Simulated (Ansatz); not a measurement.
Below is a relaxed structure of MgC. The cell was found from a structure generator's guess, not taken from experiment.

Theory: DFT PBE, scalar-relativistic, plane waves, PAW in Ansatz 0.2.0. Cutoff 420 eV, Γ-centred mesh, Gaussian smearing, no spin polarisation.

```yaml
crystal:
  lattice:
    - [-1.45122, 1.79154, 2.33018]
    - [1.45122, -1.79154, 2.33018]
    - [1.45122, 1.79154, -2.33018]
  atoms:
    - { symbol: Mg, position: [0.50000, 0.50000, 0.00000] }
    - { symbol: C, position: [0.00000, 0.00000, 0.00000] }
```

The zero of energy is the elements' standard structures at the same level; no fitted shifts are applied.

(1) What space group does it have?

(2) What is its formation energy per atom?

(3) Is it a metal?

Answers

(1) Immm (No. 71). Conventional cell: a = 2.902 Å, b = 3.583 Å, c = 4.660 Å. Mg has 6 C at 2.31–2.33 Å; C is surrounded by 6 Mg at 2.31–2.33 Å.

(2) +1.31 eV/atom. A positive value: parting into the elements would lower its energy.

(3) Yes, bands cross the Fermi level on the 24×24×24 mesh.

The last run used a 24×24×24 mesh for its 2-atom cell and Gaussian smearing of 0.10 eV. The reference form of C is held partly by dispersion forces, which this level lacks. A structure relaxed within its symmetry needn't be a true minimum.
